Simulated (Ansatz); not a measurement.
# Compressing GaPt5P: a fit and a missing row

GaPt5P, P4/mmm, a = 3.898 Å, c = 6.849 Å. The structure is a Materials Project entry; whether it is the stable form wasn't checked. Ansatz: PBEsol, PAW, 420 eV, Γ-centred 10×10×6 mesh on 7 atoms, Gaussian smearing 0.10 eV; no spin polarisation. Shape and atoms are relaxed at each volume; pressure is positive in compression.

| V (Å³/atom) | P (GPa) |
| --- | --- |
| 13.977 | ? |
| 14.423 | 8.08 |
| 14.869 | 0.01 |
| 15.315 | -6.68 |
| 15.761 | -12.22 |

Question: Take V0 = 14.869 Å³/atom, count pressures from its P0 = 0.01 GPa, fit the third-order Birch–Murnaghan form to the other rows, and predict the missing pressure.

Answer: With the Eulerian strain f = ½[(V0/V)^(2/3) − 1] and y = (P − P0)/[3f(1 + 2f)^(5/2)], the form is the line y = B0 + 1.5 B0 (B0′ − 4) f. Rows (f, y): 0.01026, 249.2; -0.00975, 240.3; -0.01905, 235.8. Means f = -0.006180, y = 241.77; Σ(Δf)² = 0.0004487, ΣΔfΔy = 0.2042; the slope is their ratio. y = 244.6 + 455.2 f GPa, so B0 = 244.6 GPa and B0′ = 4 + 2 × (455.2)/(3 × 244.6) = 5.24. At V = 13.977, f = 0.02105, y = 254.18 and P = 17.80 GPa. The run gave 17.80 GPa, the same to the digits shown. The form still works here, 33 % of the fitted range beyond its end.

Spin–orbit coupling is left out, which can shift energies with elements as heavy as these.

Cost: 5 runs of about 12 core-minutes in all, on Arm Neoverse V1 (shared hosts).